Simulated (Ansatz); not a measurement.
PbF2 (fluorite, space group No. 225), the program Ansatz at the PBE+D3(BJ) level (PAW): ε∞ = 3.31, cell volume 52.99 Å³. Infrared-active transverse modes:

```
ω_TO (cm⁻¹)  oscillator strength S_xx (e²/amu)
-----------  ---------------------------------
105.9                                   0.3157
```

Problem. Compute the static dielectric constant.

Solution. Each mode adds (4.921e7/V) S/ω²: 26.14. So ε0 = 29.5.

Problem. What LO frequency does the Lyddane–Sachs–Teller relation give?

Solution. ω_LO = ω_TO √(ε0/ε∞) = 316 cm⁻¹.

Space group Fm-3m (fluorite). The cell was relaxed with PBE+D3(BJ) under the symmetry of its start; phonons on a q-mesh show no instability. Scalar-relativistic: spin–orbit coupling is off unless named, which matters more the heavier the elements.

Potentials: the later of the program's two PAW sets.
